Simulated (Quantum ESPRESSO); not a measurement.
Parts of the isotropic shielding in Sr$_{4}$Te$_{3}$Se, by PBE GIPAW on JTH datasets (Quantum ESPRESSO, modified build), 20 Ha, k-mesh 6×6×6 shifted:

```yaml
crystal:
  lattice:
    - [6.62428, 0.00000, 0.00000]
    - [0.00000, 6.62428, 0.00000]
    - [0.00000, 0.00000, 6.62428]
  atoms:
    - { symbol: Sr, position: [0.00000, 0.00000, 0.00000] }
    - { symbol: Se, position: [0.50000, 0.00000, 0.00000] }
    - { symbol: Sr, position: [0.00000, 0.50000, 0.50000] }
    - { symbol: Te, position: [0.50000, 0.50000, 0.50000] }
    - { symbol: Sr, position: [0.50000, 0.00000, 0.50000] }
    - { symbol: Te, position: [0.00000, 0.00000, 0.50000] }
    - { symbol: Sr, position: [0.50000, 0.50000, 0.00000] }
    - { symbol: Te, position: [0.00000, 0.50000, 0.00000] }
```
The cell was made here from a computed Materials Project entry: one of 4 Te replaced by Se, cell and atoms relaxed (PBE without dispersion, pw.x of Quantum ESPRESSO, symmetry kept). The parent is SrTe in Fm-3m; whether this form has been observed was not checked. The swapped cell is a model, not a known phase. Stability against distortions was not tested.

The core term is that of the free atom's frozen core; the paramagnetic column sums the reconstruction terms. These are absolute shieldings with no macroscopic susceptibility term; δ = σ_ref − σ needs a reference computed alike. By our sweeps, such settings leave a few ppm in absolute σ on light atoms and up to some 20 ppm from Zn on. Spin–orbit coupling is left out; its weight grows with the heaviest atom, Te here. No d partial waves on Se, Te: the paramagnetic term there is incompletely reconstructed.

```tsv
site	core	bare (smooth current)	diamagnetic correction	paramagnetic corrections	σ_iso (ppm)
Sr1 (atoms 1, 5, 7)	3441.1	82.9	-6.0	?	?
Se (atom 2)	2991.5	27.7	-6.2	?	?
Sr2 (atom 3)	3441.1	80.4	-5.9	?	?
Te (atoms 4, 6, 8)	5554.2	32.4	-3.3	?	?
```

What belongs in the gaps?


- Sr1 (atoms 1, 5, 7), paramagnetic corrections: -857.7
- Sr1 (atoms 1, 5, 7), σ_iso (ppm): 2660.3
- Se (atom 2), paramagnetic corrections: -1588.9
- Se (atom 2), σ_iso (ppm): 1424.0
- Sr2 (atom 3), paramagnetic corrections: -885.9
- Sr2 (atom 3), σ_iso (ppm): 2629.7
- Te (atoms 4, 6, 8), paramagnetic corrections: -2574.6
- Te (atoms 4, 6, 8), σ_iso (ppm): 3008.7
